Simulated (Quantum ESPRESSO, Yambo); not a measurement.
G0W0 results for TiO2

```cif
data_O8Ti4
_chemical_formula_sum 'O8 Ti4'
_space_group_name_H-M_alt 'I41/amd :1'
_space_group_IT_number 141
_space_group_name_Hall 'I 4bw 2bw -1bw'
_cell_length_a 3.78254
_cell_length_b 3.78254
_cell_length_c 9.61502
_cell_angle_alpha 90.000
_cell_angle_beta 90.000
_cell_angle_gamma 90.000
loop_
_atom_site_label
_atom_site_type_symbol
_atom_site_symmetry_multiplicity
_atom_site_Wyckoff_symbol
_atom_site_fract_x
_atom_site_fract_y
_atom_site_fract_z
_atom_site_occupancy
O1 O 8 e 0.00000 0.00000 0.20715 1
Ti1 Ti 4 a 0.00000 0.00000 0.00000 1
```
(The calculation used a cell of 6 atoms; values per cell refer to that cell.)

The geometry is that of Materials Project entry mp-390, symmetrised and not relaxed again.

Starting point: norm-conserving PBEsol (Quantum ESPRESSO, 84 Ry, scalar-relativistic). G0W0 in Yambo: 4×4×4 Γ-centred k mesh, bands 3 to 137 and a 8 Ry block in the screening, 137 bands in G with the Bruneval-Gonze terminator, plasmon pole fitted at 27.2 eV.

The PBEsol gap along the band path is 2.12 eV and the PBEsol gap between the mesh's edge points (X → Γ) is 2.17 eV. The G0W0 gap between the same points is 3.68 eV and the PBEsol smallest direct gap on the mesh (at (0.25, 0.25, -0.25)) comes out as 2.45 eV. The G0W0 direct gap at that point is 3.98 eV and the estimate of the fundamental G0W0 gap (path gap plus the correction; the mesh misses a band edge) is 3.63 eV.

```
k point              band  E PBEsol (eV)  E QP (eV)  shift (eV)     Z
-------------------  ----  -------------  ---------  ----------  ----
Γ                      VB          -0.40      -0.73       -0.33  0.76
Γ                      CB           2.17       3.40        1.23  0.78
X                      VB           0.00      -0.28       -0.28  0.76
X                      CB           3.37       4.76        1.39  0.77
N                      VB          -0.60      -0.96       -0.36  0.76
N                      CB           3.30       4.63        1.33  0.77
P                      VB          -0.20      -0.47       -0.27  0.76
P                      CB           3.61       4.99        1.38  0.76
(0.25, 0.25, -0.25)    VB          -0.18      -0.47       -0.29  0.76
(0.25, 0.25, -0.25)    CB           2.27       3.51        1.24  0.78
Z                      VB          -0.06      -0.34       -0.28  0.76
Z                      CB           2.52       3.81        1.29  0.78
```

Energies count from the PBEsol valence-band maximum.

Nearest settings tried, and what they do to the gap: 91 bands in G: -12 meV; 69 bands in W: +37 meV; 1 Ry block (15 vectors against 181): +1631 meV. Not varied: mesh. So the settings aren't converged at that level.
